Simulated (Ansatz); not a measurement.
CsI:
Space group Pm-3m (No. 221); a = b = c = 4.6663 Å, α = β = γ = 90.00°

```csv
atom,site,symmetry,x,y,z
Cs,1a,m-3m,0.0000,0.0000,0.0000
I,1b,m-3m,0.5000,0.5000,0.5000
```

Relaxed with PBE. 

### Question
HSE06 on this cell (Ansatz, a quantum-chemistry and plane-wave program, PAW) gives a gap of 4.67 eV. What does PBE give?

### Answer
3.69 eV.

Cost on shared cores: the PBE run (SCF on a 6×6×6 mesh, then bands and DOS) around 20 core-seconds (rough), the HSE06 run (SCF on 5×5×5, then a few points) around 3 core-minutes (rough); the tasks are unlike.

Symmetry was held in the PBE relaxation. Spin–orbit coupling is left out wherever it is not named.

Potentials: the later of the program's two PAW sets.

Ansatz is a plane-wave DFT program.
